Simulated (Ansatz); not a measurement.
TaCo$_{3}$ (Pm-3m): electronic heat capacity and spin susceptibility from the density of states

The calculation used DFT PBEsol, scalar-relativistic, plane waves, PAW in Ansatz.

Settings: cutoff 420 eV, Γ-centred mesh 12×12×12 on the computed 4-atom cell, Gaussian smearing of 0.10 eV; no spin polarisation.

Relaxed cell: Pm-3m, a = 3.589 Å, b = 3.589 Å, c = 3.589 Å, α = 90.00°, β = 90.00°, γ = 90.00°, 4 atoms in the primitive cell. Whether it is the stable form of this composition wasn't checked.

The density of states at the Fermi level is 3.001 states/eV in the cell of 4 atoms (1 formula unit; both spins, tetrahedra on a 18×18×18 mesh). Averaged over bins of 0.1 eV the density runs from 3.1 to 5.0 states/eV within 0.2 eV of the Fermi level, so the figure hangs on the exact place of that level.

Question: What Sommerfeld coefficient and Pauli susceptibility does this give?

Answer: Per formula unit N(E_F) = 3.001 states/eV. γ = (π²/3) k_B² N(E_F) N_A = 2.357 mJ/(mol K²) per state/eV, so γ = 7.1 mJ/(mol K²), a mole of formula units. χ_P = μ_B² N(E_F) N_A = 3.23×10⁻⁵ emu/mol per state/eV gives 9.7×10⁻⁵ emu/mol. This is the bare band result: a measured γ of the same phase is as a rule larger by a factor 1 + λ from phonons and spin fluctuations, the spin part of χ is larger by the Stoner factor, and a measured χ also holds orbital and core terms. N(E_F) at one energy is sensitive to the mesh where the density of states has sharp peaks.

Spin-orbit coupling is left out, which matters for the bands of heavy elements.

A ferromagnetic start lost its moments in a first run, so spin was left out; other magnetic orders weren't tried.

Cost: 1 run of about 1.6 core-minutes, on Arm Neoverse N1 (shared hosts).